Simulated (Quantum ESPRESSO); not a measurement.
## Kohn-Sham bands of AlGaP2 (P-4m2)

```
AlGaP2
1.0
    3.86549     0.00000     0.00000
    0.00000     3.86549     0.00000
    0.00000     0.00000     5.45561
Al Ga P
1 1 2
Direct
  0.50000   0.50000   0.50000
  0.00000   0.00000   0.00000
  0.00000   0.50000   0.25039
  0.50000   0.00000   0.74961
```

Cell from Materials Project (mp-1228888), symmetrised, no further relaxation. Not found in the COD (Crystallography Open Database) copy used; not checked further. Computed values, not measurements, from PBEsol: Quantum ESPRESSO (norm-conserving PseudoDojo potentials, cutoff 64 Ry, no spin polarisation, no spin-orbit coupling) on a Γ-centred 8×8×6 mesh, then Wannier90. Density: 8×8×6 mesh, cold smearing 0.01 Ry.

Energies are relative to the valence-band maximum; weights are on the orthonormalised atomic waves of the pseudopotential files, averaged over the group. 26 electrons a cell are treated as valence.

Question: Into which isolated groups do the bands fall, where do they lie and what are they made of?

Answer: 
| bands | from (eV) | to (eV) | filling | weight on atomic waves |
|---|---|---|---|---|
| 1–5 | -14.45 | -14.27 | filled | Ga 3d 99 % |
| 6–7 | -12.00 | -9.26 | filled | P 3s 56 %, Ga 4p 13 %, Al 3p 13 % |
| 8–13 | -6.58 | 0.00 | filled | P 3p 63 %, Ga 4p 11 %, Al 3p 11 % |

The Kohn-Sham gap over both meshes and the path is 1.47 eV.
